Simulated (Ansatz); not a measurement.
ReC:
```yaml
crystal:
  lattice:
    - [2.85564, 0.00000, 0.00000]
    - [-1.42782, 2.47306, 0.00000]
    - [0.00000, 0.00000, 2.79472]
  atoms:
    - { symbol: Re, position: [0.00000, 0.00000, 0.00000] }
    - { symbol: C, position: [0.66667, 0.33333, 0.50000] }
```

Relaxed with PBEsol. Special points in fractions of this cell's reciprocal vectors: Γ (0.000, 0.000, 0.000); M (0.500, 0.000, 0.000); K (0.333, 0.333, 0.000); A (0.000, 0.000, 0.500); L (0.500, 0.000, 0.500); H (0.333, 0.333, 0.500).

Task: List the band energies nearest the Fermi level at these points for DFT-PBEsol in the program Ansatz with PAW potentials.

Result: In eV from the Fermi level; about four levels below and three above (degenerate sets whole), none deeper than 8.9 eV; … stands for higher levels left out; points with the same levels are listed once.

| k | below | above |
|---|---|---|
| Γ | -6.55 -5.35 -5.35 -1.55 | 0.70 0.70 … |
| M | -5.73 -5.69 -2.17 -0.14 | 2.17 2.66 … |
| K | -5.49 -1.76 -1.03 -0.06 | 1.11 … |
| A | -4.08 -4.08 -2.83 -2.83 | 1.38 … |
| L | -8.48 -6.37 -6.06 -1.56 | 1.98 2.67 4.80 |
| H | -7.40 -3.47 -2.74 | 1.92 4.32 5.42 |

Space group P-6m2. The cell is a constructed one: a structure type filled with these elements; the Crystallography Open Database copy checked does not list it. Whether it is the stable phase at ambient conditions was not checked. Symmetry was held in the PBEsol relaxation; its stability against distortions is not shown here. No spin polarisation was allowed. Spin–orbit coupling is left out wherever it is not named.

Potentials: the earlier of the program's two PAW sets. The files were generated under PBE; for other functionals the program regenerates the frozen cores, and for LDA and PBEsol the local potential too.
